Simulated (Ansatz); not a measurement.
Space group P-3m1 (No. 164). a = 5.385 Å, b = 5.385 Å, c = 5.269 Å, α = 90.00°, β = 90.00°, γ = 120.00°
| atom | site | symmetry | x | y | z |
| --- | --- | --- | --- | --- | --- |
| Rb | 2d | 3m. | 0.3333 | 0.6667 | 0.2835 |
| Pd | 1a | -3m. | 0.0000 | 0.0000 | 0.0000 |
| C | 2c | 3m. | 0.0000 | 0.0000 | 0.3802 |

Equation of state of this Rb₂PdC₂ structure (not necessarily the ground state), with shape and atoms relaxed at each volume where symmetry leaves them free. Method: DFT r2SCAN, scalar-relativistic, plane waves, PAW (Ansatz 0.2.0).

Plane waves to 500 eV, a k mesh through Γ of 6×6×6 on the computed 5-atom cell and Gaussian smearing (0.02 eV); no spin polarisation.

```tsv
V (Å³/atom)	E − E(largest V) (meV/atom)	P (GPa)	gap on mesh (eV)
24.875	1.73	1.88	1.80
25.669	-4.96	0.86	1.76
26.462	-7.01	-0.01	1.73
27.256	-5.14	-0.72	1.69
28.050	0.00	-1.33	1.66
```

Question: Fit a third-order Birch–Murnaghan equation to E(V).

Answer: V0 = 26.46 Å³/atom, B0 = 26 GPa, B0' = 4.8.

Cost: 5 runs of about 12 core-minutes in all, on Intel Xeon Processor @ 2.50GHz (Skylake/Cascade Lake) (shared hosts).